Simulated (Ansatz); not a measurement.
ZnCu:
```xyz
2
Lattice="2.9634 0.0000 0.0000 0.0000 2.9634 0.0000 0.0000 0.0000 2.9634" Properties=species:S:1:pos:R:3 pbc="T T T"
Zn     1.4817     1.4817     1.4817
Cu     0.0000     0.0000     0.0000
```

Relaxed with PBE. Special points in fractions of this cell's reciprocal vectors: Γ (0.000, 0.000, 0.000); X (0.000, 0.500, 0.000); M (0.500, 0.500, 0.000); R (0.500, 0.500, 0.500).

### Question
List the band energies nearest the Fermi level at these points for the program Ansatz at the PBE level (PAW).

### Answer
In eV from the Fermi level; about four levels below and three above (degenerate sets whole), none deeper than 8.9 eV; points with the same levels are listed once.

```csv
k,below,above
Γ,-3.52 -3.52 -2.68 -2.68 -2.68,6.11 6.11 6.11
X,-3.22 -3.22 -2.75 -1.98,11.52 11.52 12.10 12.10
M,-2.83 -2.83 -2.45 -1.87 -1.87,1.69 2.00 13.71
R,-4.21 -4.21 -4.21 -2.43 -2.43,3.70 4.26 4.26 4.26
```

Space group Pm-3m (CsCl type). The PBE relaxation kept the symmetry of its start. The run is not spin-polarised.

Potentials: the later of the program's two PAW sets.
